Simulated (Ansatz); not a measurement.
Consider the following.

NaF:
```xyz
2
Lattice="0.0000 2.2516 2.2516 2.2516 0.0000 2.2516 2.2516 2.2516 0.0000" Properties=species:S:1:pos:R:3 pbc="T T T"
Na     0.0000     0.0000     0.0000
F      2.2516     2.2516     2.2516
```

This is the LDA-relaxed structure.

All from plane-wave PAW LDA (Ansatz code), unless another level is named. Give the hole effective mass, band 1 of 3 at the edge.

5.7 along [100], 7.9 along [110], 7.0 along [111] (mₑ).

Give the band gap.

6.46 eV (direct).

Next, the electron effective mass?

0.55 mₑ (isotropic).

What about the weight of the valence-edge state by species (Voronoi cells)?

F 97 %, Na 3 %.

Space group Fm-3m (rock salt). Symmetry was held in the LDA relaxation; phonons on a q-mesh show no instability.

Potentials: the later of the program's two PAW sets.
